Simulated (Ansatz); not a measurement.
# Is this Mg₂CdSe₃ structure stable?

The cell was found from a structure generator's guess, not taken from experiment.

These are results of DFT PBE, scalar-relativistic, plane waves, PAW (Ansatz 0.2.0), not measurements. Settings of the last relaxation (6-atom cell): 420 eV, 6×6×4 k points, Gaussian smearing of 0.02 eV, no spin polarisation.

```cif
data_structure
_symmetry_space_group_name_H-M 'P 1'
_symmetry_Int_Tables_number 1
_cell_length_a 4.2910
_cell_length_b 4.2910
_cell_length_c 10.4817
_cell_angle_alpha 90.000
_cell_angle_beta 90.000
_cell_angle_gamma 120.000
_cell_volume 167.14
loop_
_atom_site_label
_atom_site_type_symbol
_atom_site_fract_x
_atom_site_fract_y
_atom_site_fract_z
_atom_site_occupancy
Mg1 Mg 0.66667 0.33333 0.33520 1
Mg2 Mg 0.33333 0.66667 0.66203 1
Cd1 Cd 0.00000 0.00000 0.00226 1
Se1 Se 0.00000 0.00000 0.25764 1
Se2 Se 0.66667 0.33333 0.58323 1
Se3 Se 0.33333 0.66667 0.90963 1
```

The zero of energy is the elements' standard structures at the same level; no fitted shifts are applied.

Problem. These tests were run: energy against the elements; random kick, then relaxation without symmetry; phonons on a 2×2×1 q mesh. What do they show?

Solution.

| test | result |
| --- | --- |
| energy against the elements | −1.044 eV/atom |
| random kick, then relaxation without symmetry | returns |
| phonons on a 2×2×1 q mesh | no imaginary mode on the mesh |

It fails none of these tests. Whether a mixture of other phases lies lower isn't tested here.

The reference form of Se is held partly by dispersion forces, which this level lacks. The kick test ran on a coarse mesh. The run for the phonons used a 6×6×4 k mesh.
